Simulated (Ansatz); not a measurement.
## LiTi2O4: checking a database structure before trusting its electric field gradients

The cell is a computed structure from the Materials Project (it need not be an observed phase), atoms as given.

Space group Fd-3m:1 (No. 227); a = 8.3959 Å.

```csv
site,Wyckoff,site symmetry,x,y,z
Li,8b,-43m,0.2500,0.2500,0.7500
Ti,16c,.-3m,0.6250,0.6250,0.1250
O,32e,.3m,0.3872,0.6128,0.1128
```

One atom of each set is listed; the run and its k-mesh use a cell of 14 atoms with edges of 5.94, 5.94, 5.94 Å.

The numbers come from a DFT calculation in Ansatz (PBE, plane waves and PAW (field gradients read without the response of the frozen cores, which leaves them typically 4 to 6 % off), scalar-relativistic, 420 eV cutoff, Γ-centred 7×7×7 k-points, Fermi–Dirac smearing 0.05 eV).

(1) Do the atoms and the cell lie near the calculated equilibrium?

Answers

(1) Nearly. The largest force is 0.11 eV/Å, on atom 10 (O: 1 Li at 2.00 Å, 3 Ti at 2.00 Å), and the pressure is 2.8 GPa.
